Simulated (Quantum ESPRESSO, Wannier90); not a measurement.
**Tight-binding from DFT: MgSe (rock salt)**

```
MgSe
1.0
    0.00000     2.73373     2.73373
    2.73373     0.00000     2.73373
    2.73373     2.73373     0.00000
Mg Se
1 1
Direct
  0.00000   0.00000   0.00000
  0.50000   0.50000   0.50000
```

Structure: Materials Project mp-10760, symmetrised, not relaxed again. COD (Crystallography Open Database) has an entry of this formula and space group (matched by these alone). Computed values, not measurements, from PBEsol: Quantum ESPRESSO (norm-conserving PseudoDojo potentials, cutoff 69 Ry, no spin polarisation, no spin-orbit coupling) on a Γ-centred 10×10×10 mesh, then Wannier90. Density: 10×10×10 mesh, cold smearing 0.01 Ry. Spin-orbit coupling, left out, would split the p-like bands by a few tenths of an eV.

The plane-wave run has 24 bands and 26 electrons a cell. On the energy scale of pw.x, whose zero is arbitrary, the valence-band maximum lies at 7.86 eV.

Isolated groups of bands, relative to the valence-band maximum (bands from 14 on overlap up to the last one computed):

| bands | from (eV) | to (eV) | filling | weight on atomic waves |
|---|---|---|---|---|
| 1 | -75.07 | -75.07 | filled | Mg 2s 100 % |
| 2–6 | -46.33 | -46.32 | filled | Se 3d 100 % |
| 7–9 | -41.99 | -41.99 | filled | Mg 2p 100 % |
| 10 | -12.92 | -11.47 | filled | Se 4s 89 %, Mg 3s 10 % |
| 11–13 | -4.93 | 0.00 | filled | Se 4p 89 %, Mg 3s 7 % |

Input w.win, without the blocks of cell, atoms and k-points (1000 lines):

```
num_bands = 24
num_wann = 8
num_iter = 800
conv_tol = 1.0e-6
conv_window = 4
dis_num_iter = 1000
dis_conv_tol = 1.0e-6
dis_froz_max = 11.12
write_hr = true
write_u_matrices = true
begin projections
Mg: s;p
Se: s;p
end projections
mp_grid = 10 10 10
```

Task: Check the input against the numbers above: what is wrong, and how is it mended?

Result: wannier90.x stops with:
```
dis_windows: More states in the frozen window than target WFs
```
At some k-point more bands lie below dis_froz_max than there are Wannier functions, and every frozen state has to fit into the subspace. Here the deep bands below band 10 or between the kept ones were not excluded and fill the window; only bands 10-24 belong to the model. Mended as below, all else unchanged, the run goes through (Ω_I = 11.5 Å²) and follows the plane-wave bands to 1.8 meV rms (states up to 2.8 eV relative to the valence-band maximum).
```
num_bands = 15
exclude_bands = 1-9
```
